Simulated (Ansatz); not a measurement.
Ge3N4:
```
Ge3N4
1.0
    0.00000     4.11562     4.11562
    4.11562     0.00000     4.11562
    4.11562     4.11562     0.00000
Ge N
6 8
Direct
  0.62500   0.62500   0.62500
  0.12500   0.62500   0.62500
  0.62500   0.12500   0.62500
  0.62500   0.62500   0.12500
  0.25000   0.25000   0.25000
  0.00000   0.00000   0.00000
  0.86688   0.86688   0.86688
  0.39935   0.86688   0.86688
  0.86688   0.39935   0.86688
  0.86688   0.86688   0.39935
  0.38312   0.38312   0.38312
  0.85065   0.38312   0.38312
  0.38312   0.85065   0.38312
  0.38312   0.38312   0.85065
```

Relaxed with PBEsol. PBEsol in the plane-wave PAW code Ansatz gives a gap of 2.12 eV.

Question: What gap does HSE06 give on the same cell (Ansatz, PAW)?

Answer: 3.42 eV, 1.30 eV more. The hybrid was solved on a coarser mesh and at special points; its gap is the smallest among all of these.

| k | v1 PBEsol | c1 PBEsol | v1 HSE06 | c1 HSE06 |
|---|---|---|---|---|
| Γ | -0.02 | 2.12 | -0.05 | 3.42 |
| X | -0.18 | 4.90 | [?] | [?] |
| L | -0.11 | 3.62 | [?] | [?] |
| W | -0.44 | 5.28 | [?] | [?] |
| K | -0.05 | 4.90 | [?] | [?] |

Question: Top valence (v1) and lowest conduction level (c1) in eV from each method's valence maximum (which need not be a listed point): supply the withheld HSE06 values.

Answer: 
- W, v1 HSE06: -0.48
- W, c1 HSE06: 6.91
- X, v1 HSE06: -0.21
- X, c1 HSE06: 6.45
- L, v1 HSE06: -0.12
- L, c1 HSE06: 5.05
- K, v1 HSE06: -0.07
- K, c1 HSE06: 6.46

Cost on shared cores: the PBEsol run (SCF on a 6×6×6 mesh, then bands and DOS) about 110 core-seconds (a rough figure), the HSE06 run (SCF on 4×4×4, then a few points) around 8 core-minutes (rough); the tasks are unlike.

Space group Fd-3m. The PBEsol relaxation kept the symmetry of its start. Scalar-relativistic: spin–orbit coupling is off unless named, which matters more the heavier the elements.

Potentials: the later of the program's two PAW sets.
